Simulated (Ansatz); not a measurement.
Input, command and steps of an Ansatz relaxation.

```yaml
crystal:
  lattice:
    - [-2.2798, 2.96755, 4.5937]
    - [2.2798, -2.96755, 4.5937]
    - [2.2798, 2.96755, -4.5937]
  atoms:
    - { symbol: Sr, position: [0.69995, 0.19995, 0.5] }
    - { symbol: Sr, position: [0.30005, 0.80005, 0.5] }
    - { symbol: Cd, position: [0.0, 0.0, 0.0] }
    - { symbol: Pt, position: [0.73034, 0.5, 0.23034] }
    - { symbol: Pt, position: [0.26966, 0.5, 0.76966] }
basis:
  ecutwfc: 500
kpoints:
  mp_grid: { grid: [10, 10, 10] }
hamiltonian:
  xc: r2scan
scf:
  occupations: { method: gaussian, width: 0.1 }
output:
  forces: true
  stress: true
  eigenvalues: true
relax:
  adjacent_minimum: "off"
  f_tol: 0.005
  max_steps: 80
  cell: { stress_tol: 0.05 }
```

```bash
ansatz run input.yaml --threads 1 --pin off --max-ram 2560MiB --backend cpu --events-out ev --progress --plain --runs-dir out
```

These are results of DFT r2SCAN, scalar-relativistic, plane waves, PAW in Ansatz 0.2.0, not measurements.

Of 5 frames 4 are shown, positions in Å and forces in eV/Å; the SCF threshold varies from step to step. Steps run on the plane waves of an earlier cell, with a Pulay correction in the pressure. The basis is chosen afresh for the last frame, the zero of the energies, and at times for earlier ones too; energy and pressure step there, also at an unchanged geometry.

```xyz
5
Lattice="-2.2798 2.9676 4.5937 2.2798 -2.9676 4.5937 2.2798 2.9676 -4.5937" Properties=species:S:1:pos:R:3:forces:R:3 pbc="T T T" step=1 free_energy_over_end_meV_per_atom=0.46 pressure_GPa=0.04
Sr    0.0000    2.9676    1.8370    0.0000    0.0000   -0.0215
Sr    2.2798    0.0000    2.7567    0.0000    0.0000    0.0215
Cd    0.0000    0.0000    0.0000    0.0000    0.0000    0.0000
Pt    0.0000    1.3671    4.5937    0.0000   -0.0724    0.0000
Pt    2.2798    1.6005    0.0000    0.0000    0.0724    0.0000
5
Lattice="-2.2776 2.9812 4.5812 2.2776 -2.9812 4.5812 2.2776 2.9812 -4.5812" Properties=species:S:1:pos:R:3:forces:R:3 pbc="T T T" step=2 free_energy_over_end_meV_per_atom=0.12 pressure_GPa=-0.02
Sr    0.0000    2.9812    1.8293    0.0000    0.0000    0.0247
Sr    2.2776    0.0000    2.7518    0.0000    0.0000   -0.0247
Cd    0.0000    0.0000    0.0000    0.0000    0.0000    0.0000
Pt    0.0000    1.3620    4.5812    0.0000   -0.0106    0.0000
Pt    2.2776    1.6192    0.0000    0.0000    0.0106    0.0000
5
Lattice="-2.2693 2.9931 4.5790 2.2693 -2.9931 4.5790 2.2693 2.9931 -4.5790" Properties=species:S:1:pos:R:3:forces:R:3 pbc="T T T" step=3 free_energy_over_end_meV_per_atom=0.02 pressure_GPa=0.02
Sr    0.0000    2.9931    1.8382    0.0000    0.0000   -0.0159
Sr    2.2693    0.0000    2.7409    0.0000    0.0000    0.0159
Cd    0.0000    0.0000    0.0000    0.0000    0.0000    0.0000
Pt    0.0000    1.3584    4.5790    0.0000    0.0021    0.0000
Pt    2.2693    1.6347    0.0000    0.0000   -0.0021    0.0000
5
Lattice="-2.2701 2.9916 4.5818 2.2701 -2.9916 4.5818 2.2701 2.9916 -4.5818" Properties=species:S:1:pos:R:3:forces:R:3 pbc="T T T" step=5 free_energy_over_end_meV_per_atom=0.00 pressure_GPa=-0.01
Sr    0.0000    2.9916    1.8361    0.0000    0.0000   -0.0014
Sr    2.2701    0.0000    2.7457    0.0000    0.0000    0.0014
Cd    0.0000    0.0000    0.0000    0.0000    0.0000    0.0000
Pt    0.0000    1.3595    4.5818    0.0000   -0.0009    0.0000
Pt    2.2701    1.6321    0.0000    0.0000    0.0009    0.0000
```

Time: 10 min on 1 thread of Arm Neoverse V1, with other jobs on the host, peak memory 1.3 GiB.

Spin–orbit coupling is left out, which can shift energies with elements as heavy as these.